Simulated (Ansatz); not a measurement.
The calculation used DFT PBE, scalar-relativistic, plane waves, PAW in Ansatz. Settings: cutoff 420 eV, Γ-centred meshes spaced at most about 0.3 Å⁻¹, and about 0.25 Å⁻¹ or finer for metals (2π included), Gaussian smearing. No spin polarisation in the final relaxations.

These are static total energies at zero pressure. All come from trial cells, and lower structures may exist.

Problem. Which of these relaxed structures of In₃GeO₂ is the lowest in energy?
A.

```
In Ge O
1.0
     4.32621    0.00000    0.00000
     0.00000    4.32621    0.00000
     0.00000    0.00000    9.90769
In Ge O
3 1 2
Direct
  0.50000 0.00000 0.86419
  0.00000 0.50000 0.86419
  0.00000 0.00000 0.24055
  0.00000 0.00000 0.63937
  0.00000 0.00000 0.46614
  0.00000 0.00000 0.97228
```

B.

```
In Ge O
1.0
     2.84637   -7.06582    0.00000
     2.84637    7.06582    0.00000
     0.00000    0.00000    3.09672
In Ge O
3 1 2
Direct
  0.80661 0.19339 0.00000
  0.19339 0.80661 0.00000
  0.50000 0.50000 0.50000
  0.00000 0.00000 0.00000
  0.50000 0.00000 0.50000
  0.00000 0.50000 0.50000
```

C.

```
In Ge O
1.0
     4.45873    0.00000    0.00000
     0.00000    4.45873    0.00000
     0.00000    0.00000    8.96939
In Ge O
3 1 2
Direct
  0.00000 0.00000 0.00000
  0.00000 0.00000 0.33659
  0.00000 0.00000 0.66341
  0.50000 0.50000 0.00000
  0.00000 0.50000 0.00000
  0.50000 0.00000 0.00000
```

D.

```
In Ge O
1.0
     6.32487    0.00000    0.00000
    -3.16244    5.47750    0.00000
     0.00000    0.00000    3.27274
In Ge O
3 1 2
Direct
  0.50000 0.00000 0.50000
  0.00000 0.50000 0.50000
  0.50000 0.50000 0.50000
  0.00000 0.00000 0.00000
  0.66667 0.33333 0.00000
  0.33333 0.66667 0.00000
```

Solution. B. It has space group Cmmm (No. 65); the next, A, with space group P4mm (No. 99), lies 249 meV/atom higher. The shortest distance is 2.25 Å (In–O) in the lowest and 1.72 Å (Ge–O) in the next.

In Cmmm, P4mm, P6/mmm, P4/mmm an odd number of electrons in the primitive cell allows no gap without spin; a larger cell or a magnetic state could open one. A magnetic state wasn't ruled out in cells without spin, among them P6/mmm, P4/mmm. Cells relaxed within their symmetry can be saddle points. Some structure types and database cells were kept out of the candidates from the start, so a known form may be missing.
